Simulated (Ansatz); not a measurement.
TaRu: energy along a strain

TaRu, Pm-3m, a = 3.187 Å (as given, not relaxed at this level: -7.6 GPa). The structure is a COD entry; whether it is the stable form wasn't checked. Ansatz: r2SCAN, PAW, 500 eV, Γ-centred 16×16×16 mesh on 2 atoms, Gaussian smearing 0.15 eV; no spin polarisation. Cell vectors (Å): 3.187 0.000 0.000; 0.000 3.187 0.000; 0.000 0.000 3.187. The cell is strained by x per cent times the pattern (0 0 0 0 0 1) in the order xx yy zz yz xz xy (engineering shears), with fractional coordinates held. y is the free energy over the start, V0 = 16.185 Å³/atom. Symmetry makes y even in x.

```
x (%) y (meV/atom)
-6.00             ?
-3.00          3.26
 0.00          0.00
 0.75          0.20
 1.50          0.81
 2.25          1.83
 3.75          5.10
 4.50          7.33
 5.25          9.97
```

Fit y = c2 x² + c4 x⁴ to the other rows, get the stiffness along the pattern, and predict the missing energy.

Least squares on the rows shown. y = 0.3627 x² − 3.218×10⁻⁵ x⁴. The clamped-ion stiffness p·C·p = 2 × 3.627 eV × 160.2 / 16.185 Å³ = 72 GPa, which is C66 in these axes (C44 of the cubic crystal) (second derivative at the start, which stands under stress). At x = -6.00 the fit asked for gives 13.02 meV/atom. The run gave 13.01 meV/atom, so the fit is 0.01 meV/atom too high, a small miss on the scale of the series.

Spin–orbit coupling is left out, which can shift energies with elements as heavy as these.